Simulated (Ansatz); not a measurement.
Input and command of a calculation in Ansatz (plane waves; scalar-relativistic PAW potentials unless the input names others):

```yaml
crystal:
  lattice:
    - [3.9767337717, 0.0, 0.0]
    - [-1.9883668858, 3.4439524704, 0.0]
    - [0.0, 0.0, 5.1556362719]
  atoms:
    - { symbol: Ni, position: [0.0, 0.0, 0.0] }
    - { symbol: Ni, position: [0.0, 0.0, 0.5] }
    - { symbol: Sb, position: [0.3333333333, 0.6666666667, 0.25] }
    - { symbol: Sb, position: [0.6666666667, 0.3333333333, 0.75] }
basis:
  ecutwfc: 420
kpoints:
  mp_grid: { grid: [12, 12, 8] }
hamiltonian:
  xc: pbe
  pseudopotentials: { kind: nc }
scf:
  occupations: { method: gaussian, width: 0.1 }
  max_iter: 75
output:
  forces: true
  eigenvalues: true
  stress: true
magnetization:
  spin_polarized: true
  spin_orbit: true
```

```bash
ansatz run input.yaml --threads 2 --pin off --max-ram 5120MiB --backend cpu --events-out ev --progress --plain --runs-dir out
```

**Question.** Will this input run?

**Answer.** The program refuses it, because of spin-orbit coupling on scalar files and without noncollinear: true (magnetization: not typed → {"spin_polarized": true, "spin_orbit": true}; hamiltonian.pseudopotentials: not typed → {"kind": "nc"}). Without those keys it is accepted.

Abridged log:
```
Error: 2 input errors — fix all and re-run
  1. inconsistent input (magnetization.spin_orbit, magnetization.noncollinear): true requires noncollinear: true — spin–orbit coupling acts on 2-spinor wavefunctions; set both flags
  2. inconsistent input (magnetization.spin_orbit, hamiltonian.pseudopotentials.kind): true requires a fully-relativistic hamiltonian.pseudopotentials.kind (nc_fr or paw_fr), or kind: all_electron without datasets and azcp, which then solves Dirac's equation on LAPW. paw_fr resolves this project's PAW files (source: ansatz) by j as it reads them
```